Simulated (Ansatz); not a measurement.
Be$_{2}$C (fluorite or antifluorite type, Fm-3m), the program Ansatz at the PBE level (PAW). The conduction-band minimum lies at X, with 3 equivalent valleys. Second derivatives d²E/dk² of the lowest band at one valley (eV·Å²), along Cartesian directions:

| direction | d²E/dk² |
|---|---|
| [100] | 10.98 |
| [010] | 32.75 |
| [001] | 32.75 |
| [110] | 21.87 |
| [101] | 21.87 |
| [011] | 32.73 |

Q: Find the principal effective masses, the density-of-states mass and the conductivity mass.

A: Off-diagonal terms follow from H_xy = H[110] − (H_xx + H_yy)/2, and m*/mₑ = 7.620 eV·Å² over each eigenvalue: 0.23, 0.23, 0.69. One valley's DOS mass (m₁m₂m₃)^(1/3) = 0.33, conductivity mass 3/(Σ 1/mᵢ) = 0.30 mₑ.

Q: What effective density of states Nc follows at 300 K for parabolic valleys?

A: Nc = 2.509e19 × 3 × (0.33)^(3/2) ≈ 1.4e19 cm⁻³.

The PBE relaxation kept the symmetry of its start.

Potentials: the later of the program's two PAW sets.

Edges and masses are those of Kohn–Sham bands, whose gap is no quasiparticle gap.
